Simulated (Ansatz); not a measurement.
TiSb: computed DOS

```cif
data_structure
_symmetry_space_group_name_H-M 'P6_3/mmc'
_symmetry_Int_Tables_number 194
_cell_length_a 4.1033
_cell_length_b 4.1033
_cell_length_c 6.2836
_cell_angle_alpha 90.000
_cell_angle_beta 90.000
_cell_angle_gamma 120.000
_cell_volume 91.62
loop_
_atom_site_label
_atom_site_type_symbol
_atom_site_symmetry_multiplicity
_atom_site_Wyckoff_symbol
_atom_site_fract_x
_atom_site_fract_y
_atom_site_fract_z
_atom_site_occupancy
Ti1 Ti 2 a 0.00000 0.00000 0.00000 1
Sb1 Sb 2 c 0.33333 0.66667 0.25000 1
```

The runs use the primitive cell with vectors (4.103, 0.000, 0.000), (-2.052, 3.554, 0.000), (0.000, 0.000, 6.284) Å, to which the k mesh refers.

The geometry is COD entry 1531830, unchecked; take it as a test cell.

Spin–orbit coupling is left out, though it moves levels of the heavy atoms by tenths of an eV or more.

Computed with DFT, LDA, all-electron LAPW, scalar-relativistic in Ansatz 0.2.0.

The runs use a Γ-centred 12×12×7 k mesh, Fermi–Dirac smearing of 0.03 eV, basis error target 1 meV/atom, no spin polarisation.

States per eV and cell, averaged over 0.6 eV, from -11.2 to 0.6 eV, with energies (bin centres) from the Fermi level; empty bins are left out. The partial columns, the largest 3 alone, are projections on Löwdin-orthogonalised atomic shells (those that the program's projection atoms carry: the occupied ones and, for some elements, an empty d or f shell; other empty shells have no column), summed over atoms of an element. Weights on diffuse s and p shells depend on that basis and aren't pure angular character.

```tsv
E (eV)	total	Ti 3d	Sb 5p	Sb 5s
-11.0	0.24	0.00	0.01	0.13
-10.4	0.78	0.01	0.04	0.47
-9.8	1.52	0.05	0.08	1.11
-9.2	4.12	0.38	0.09	3.43
-5.0	0.44	0.06	0.30	0.01
-4.4	2.82	0.38	1.95	0.08
-3.8	2.13	0.40	1.44	0.09
-3.2	1.62	0.35	1.09	0.06
-2.6	4.02	1.27	2.51	0.04
-2.0	6.20	2.44	3.53	0.04
-1.4	2.37	1.24	1.05	0.01
-0.8	1.44	1.17	0.21	0.00
-0.2	3.02	2.75	0.14	0.00
0.4	6.88	6.41	0.19	0.03
```

Which of the resolved shells contributes most within 0.3 eV of the Fermi level?

Ti 3d, with 93 % of all states there; Sb 5p follows with 3 %.

Where is the centre of the filled Ti 3d states between -14 eV and the top of the filled states?

-2.12 eV from the Fermi level.
